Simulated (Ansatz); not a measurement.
Input deck for Ansatz 0.2.0, then the block of the output on the nuclei.

The cell is an entry of the Crystallography Open Database (COD), relaxed with PBE at fixed cell and then changed (z stretched by 1 %, ions relaxed).

```yaml
crystal:
  lattice:
    - [-1.8921, 1.8921, 4.804873]
    - [1.8921, -1.8921, 4.804873]
    - [1.8921, 1.8921, -4.804873]
  atoms:
    - { symbol: Ti, position: [0.0, 0.0, 0.0] }
    - { symbol: Ti, position: [0.75, 0.25, 0.5] }
    - { symbol: O, position: [0.2087868538, 0.2087868538, 0.0] }
    - { symbol: O, position: [0.9587868538, 0.4587868538, 0.5] }
    - { symbol: O, position: [0.5412131462, 0.0412131462, 0.5] }
    - { symbol: O, position: [0.7912131462, 0.7912131462, 0.0] }
kpoints:
  mp_grid: { grid: [11, 11, 11] }
scf:
  occupations: { method: fermi_dirac, width: 0.02 }
hamiltonian:
  xc: pbe
  pseudopotentials: { kind: paw }
output:
  forces: true
  stress: true
  populations: true
  efg:
    quadrupole_moments_barn: { Ti: 0.247, O: -0.02558 }
    contact_densities: true
relax:
  f_tol: 0.02
  max_steps: 60
```

```sh
ansatz run input.yaml --threads 1 --pin off --max-ram 3072MiB --backend cpu --events-out ev --progress --plain --runs-dir out
```

The run relaxes the ions first, and the block belongs to the relaxed positions.

Of the output, the block on the nuclei alone is shown; the set-up, the SCF iterations, energies, forces and stress are cut.

```
--- PAW observables at the nuclei: V_zz in 10²¹ V/m², potentials from the cell's mean, atoms counted from 1 ---
  atom   1  Ti V_zz =    +1.363280   η = 0.0000   by run symmetry: allowed   C_q = +8.1421 MHz
            electrostatic potential = -2525.618653 V   contact ρ = 56792.186565 e/Å³
  atom   2  Ti V_zz =    +1.363280   η = 0.0000   by run symmetry: allowed   C_q = +8.1421 MHz
            electrostatic potential = -2525.618653 V   contact ρ = 56792.186565 e/Å³
  atom   3  O  V_zz =    +1.878171   η = 0.4858   by run symmetry: allowed   C_q = -1.1617 MHz
            electrostatic potential = -623.248000 V   contact ρ = 2157.392608 e/Å³
  atom   4  O  V_zz =    +1.878171   η = 0.4858   by run symmetry: allowed   C_q = -1.1617 MHz
            electrostatic potential = -623.248000 V   contact ρ = 2157.392608 e/Å³
  atom   5  O  V_zz =    +1.878171   η = 0.4858   by run symmetry: allowed   C_q = -1.1617 MHz
            electrostatic potential = -623.248000 V   contact ρ = 2157.392608 e/Å³
  atom   6  O  V_zz =    +1.878171   η = 0.4858   by run symmetry: allowed   C_q = -1.1617 MHz
            electrostatic potential = -623.248000 V   contact ρ = 2157.392608 e/Å³
```

The relaxation (4 steps) took 44 s of wall time (44 s of CPU time) and 0.52 GiB at its peak, on 1 thread of Arm Neoverse V1 (aarch64; 8 cores open to the job, memory cap 3.0 GiB, no GPU), a shared host with a load of 0.7 a core.
